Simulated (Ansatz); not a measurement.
AlNi:
```xyz
2
Lattice="2.8625 0.0000 0.0000 0.0000 2.8625 0.0000 0.0000 0.0000 2.8625" Properties=species:S:1:pos:R:3 pbc="T T T"
Ni     0.0000     0.0000     0.0000
Al     1.4312     1.4312     1.4312
```

Relaxed with PBEsol. Special points in fractions of this cell's reciprocal vectors: Γ (0.000, 0.000, 0.000); X (0.000, 0.500, 0.000); M (0.500, 0.500, 0.000); R (0.500, 0.500, 0.500).

**Question.** List the band energies nearest the Fermi level at these points for the program Ansatz at the PBEsol level (PAW).

**Answer.** In eV from the Fermi level; about four levels below and three above (degenerate sets whole), none deeper than 8.9 eV; points with the same levels are listed once.

| k | below | above |
|---|---|---|
| Γ | -3.31 -3.31 -1.55 -1.55 -1.55 | 5.58 5.58 5.58 |
| X | -2.28 -2.28 -1.45 -0.62 | 8.29 10.06 10.06 |
| M | -2.93 -2.93 -2.10 -2.10 -1.00 | 1.50 2.63 12.49 |
| R | -4.18 -4.18 -4.18 -0.97 -0.97 | 1.96 1.96 1.96 |

Space group Pm-3m (CsCl type). The cell was relaxed with PBEsol under the symmetry of its start; of distortions, only those at the zone centre were tested. The workflow began spin-polarised and lost its moments.

Potentials: the later of the program's two PAW sets.
